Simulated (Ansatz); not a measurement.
A distorted cell of ZrC (rock salt):

```xyz
4
Lattice="0.0000 4.7087 4.7087 2.3544 0.0000 2.3544 2.3544 2.3544 0.0000" Properties=species:S:1:pos:R:3 pbc="T T T"
C      0.0000     0.0000     0.0000
C      0.0000     2.3544     2.3544
Zr     2.3544     2.3544     2.3544
Zr     1.9372     4.2915     4.4137
```

Level of theory: PBE (plane waves to 420 eV, PAW, scalar-relativistic; Ansatz, a program for electronic structure). k mesh 7×14×14 (Γ-centred), Fermi-Dirac smearing 0.05 eV. E stands for the smeared free energy. Compression counts positive. With partly filled bands, energies and forces of such displacements shift with the k mesh and the smearing. ZrC is run without spin polarisation. ZrC was relaxed with its symmetry unable to fall.

Question: What forces act on the atoms (eV/Å, Cartesian)?

Answer: 
| atom | Fx | Fy | Fz |
|---|---|---|---|
| C1 | -3.326 | 0.031 | 0.173 |
| C2 | 0.057 | -3.426 | -1.347 |
| Zr3 | 0.492 | -2.294 | -2.293 |
| Zr4 | 2.777 | 5.689 | 3.467 |

Question: What is the stress tensor (GPa)?

Answer: 
```
   17.0     -8.7     -6.0
   -8.7     25.7      1.6
   -6.0      1.6     15.1
```
The pressure, a third of the trace, is 19.3 GPa.

Question: In it atom 4 sits (-0.417, -0.417, -0.295) Å away from its relaxed site. What is its energy relative to the relaxed cell?

Answer: 2229 meV/cell.

(A displaced cell: forces are minus the slopes of the energy, force constants its curvatures, and phonons follow from these.)
